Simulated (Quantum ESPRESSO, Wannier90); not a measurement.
VIr$_{3}$ (Cu3Au type): Wannier90 run

Materials Project entry mp-1082; symmetrised, unrelaxed at this level. COD (Crystallography Open Database) has an entry of this formula and space group (matched by these alone). Method: PBEsol plane waves in Quantum ESPRESSO 7.5 (PseudoDojo norm-conserving files, 68 Ry, no spin polarisation, no spin-orbit coupling), Bloch states on a 4×4×4 mesh through Γ, Wannier90 4.0.1. Density: 12×12×12 mesh, cold smearing 0.01 Ry. A non-magnetic state is assumed; magnetic ones were not tried. Spin-orbit coupling is left out although heavy elements are present.

On the energy scale of pw.x, whose zero is arbitrary, the Fermi level lies at 23.63 eV.

Input w.win:

```
num_bands = 3
num_wann = 3
exclude_bands = 4-69
num_iter = 1000
conv_tol = 1.0e-6
conv_window = 4
write_hr = true
write_u_matrices = true
auto_projections = true
begin unit_cell_cart
ang
    3.8168200000    0.0000000000    0.0000000000
    0.0000000000    3.8168200000    0.0000000000
    0.0000000000    0.0000000000    3.8168200000
end unit_cell_cart
begin atoms_frac
V    0.0000000000  0.0000000000  0.0000000000
Ir   0.5000000000  0.5000000000  0.0000000000
Ir   0.0000000000  0.5000000000  0.5000000000
Ir   0.5000000000  0.0000000000  0.5000000000
end atoms_frac
mp_grid = 4 4 4
begin kpoints
0.0000000000 0.0000000000 0.0000000000
0.0000000000 0.0000000000 0.2500000000
0.0000000000 0.0000000000 0.5000000000
... (61 more lines: the 4x4x4 mesh through Gamma)
end kpoints
```

Input of pw2wannier90.x that gives the overlap and projection files (equivalent; here they were cut from one run over all bands):

```
&inputpp
  outdir = './out'
  prefix = 'pwscf'
  seedname = 'w'
  write_amn = .true.
  write_mmn = .true.
  atom_proj = .true.
  atom_proj_exclude = 1 2 3 4 5 6 7 8 9 10 12 13 14 15 16 17 18 19 20 22 23 24 25 26 27 28 29 30 32 33 34 35 36 37 38 39 40
/
```

Output w.wout (banner and timings cut):

```
                                    ------
                                    SYSTEM
                                    ------

                              Lattice Vectors (Ang)
                    a_1     3.816820   0.000000   0.000000
                    a_2     0.000000   3.816820   0.000000
                    a_3     0.000000   0.000000   3.816820

                   Unit Cell Volume:      55.60387  (Ang^3)

                        Reciprocal-Space Vectors (Ang^-1)
                    b_1     1.646183   0.000000   0.000000
                    b_2     0.000000   1.646183   0.000000
                    b_3     0.000000   0.000000   1.646183

 *----------------------------------------------------------------------------*
 |   Site       Fractional Coordinate          Cartesian Coordinate (Ang)     |
 +----------------------------------------------------------------------------+
 | v    1   0.00000   0.00000   0.00000   |    0.00000   0.00000   0.00000    |
 | ir   1   0.50000   0.50000   0.00000   |    1.90841   1.90841   0.00000    |
 | ir   2   0.00000   0.50000   0.50000   |    0.00000   1.90841   1.90841    |
 | ir   3   0.50000   0.00000   0.50000   |    1.90841   0.00000   1.90841    |
 *----------------------------------------------------------------------------*
                                ------------
                                K-POINT GRID
                                ------------

             Grid size =  4 x  4 x  4      Total points =   64

 *---------------------------------- MAIN ------------------------------------*
 |  Number of Wannier Functions               :                 3             |
 |  Number of Objective Wannier Functions     :                 3             |
 |  Number of input Bloch states              :                 3             |
 |  Output verbosity (1=low, 5=high)          :                 1             |
 |  Timing Level (1=low, 5=high)              :                 1             |
 |  Optimisation (0=memory, 3=speed)          :                 3             |
 |  Length Unit                               :               Ang             |
 |  Post-processing setup (write *.nnkp)      :                 F             |
 |  Using Gamma-only branch of algorithms     :                 F             |
 *----------------------------------------------------------------------------*
 *------------------------------- WANNIERISE ---------------------------------*
 |  Total number of iterations                :              1000             |
 |  Number of CG steps before reset           :                 5             |
 |  Trial step length for line search         :             2.000             |
 |  Convergence tolerence                     :         0.100E-05             |
 |  Convergence window                        :                 4             |
 |  Iterations between writing output         :                 1             |
 |  Iterations between backing up to disk     :               100             |
 |  Write r^2_nm to file                      :                 F             |
 |  Write xyz WF centres to file              :                 F             |
 |  Write on-site energies <0n|H|0n> to file  :                 F             |
 |  Use guiding centre to control phases      :                 F             |
 |  Use phases for initial projections        :                 F             |
 *----------------------------------------------------------------------------*
 *-------------------------------- PLOTTING ----------------------------------*
 |  Plotting Hamiltonian in WF basis          :                 T             |
 *----------------------------------------------------------------------------*

       ... (k-mesh section left out)

 Starting a new Wannier90 calculation ...

 Reading overlaps from w.mmn

 Reading projections from w.amn

 *------------------------------- WANNIERISE ---------------------------------*
 +--------------------------------------------------------------------+<-- CONV
 | Iter  Delta Spread     RMS Gradient      Spread (Ang^2)            |<-- CONV
 +--------------------------------------------------------------------+<-- CONV

 ------------------------------------------------------------------------------
 Initial State
  WF centre and spread    1  (  1.908410,  1.908410,  0.000000 )     0.28724776
  WF centre and spread    2  (  0.000000,  1.908410,  1.908410 )     0.28724776
  WF centre and spread    3  (  1.908410,  0.000000,  1.908410 )     0.28724776
  Sum of centres and spreads (  3.816820,  3.816820,  3.816820 )     0.86174329

      0     0.862E+00     0.0000000000        0.8617432947  <-- CONV
        O_D=      0.0000000 O_OD=      0.0000003 O_TOT=      0.8617433 <-- SPRD
 ------------------------------------------------------------------------------
      1     0.000E+00     0.0000000015        0.8617432947  <-- CONV
        O_D=      0.0000000 O_OD=      0.0000003 O_TOT=      0.8617433 <-- SPRD
      2     0.000E+00     0.0000000015        0.8617432947  <-- CONV
        O_D=      0.0000000 O_OD=      0.0000003 O_TOT=      0.8617433 <-- SPRD
      3     0.000E+00     0.0000000014        0.8617432947  <-- CONV
        O_D=      0.0000000 O_OD=      0.0000003 O_TOT=      0.8617433 <-- SPRD
      4     0.000E+00     0.0000000014        0.8617432947  <-- CONV
        O_D=      0.0000000 O_OD=      0.0000003 O_TOT=      0.8617433 <-- SPRD
             <<<     Delta < 1.000E-06  over  4 iterations     >>>
             <<< Wannierisation convergence criteria satisfied >>>
 Final State
  WF centre and spread    1  (  1.908410,  1.908410,  0.000000 )     0.28724776
  WF centre and spread    2  (  0.000000,  1.908410,  1.908410 )     0.28724776
  WF centre and spread    3  (  1.908410,  0.000000,  1.908410 )     0.28724776
  Sum of centres and spreads (  3.816820,  3.816820,  3.816820 )     0.86174329

         Spreads (Ang^2)       Omega I      =     0.861743023
        ================       Omega D      =     0.000000000
                               Omega OD     =     0.000000272
    Final Spread (Ang^2)       Omega Total  =     0.861743295
```
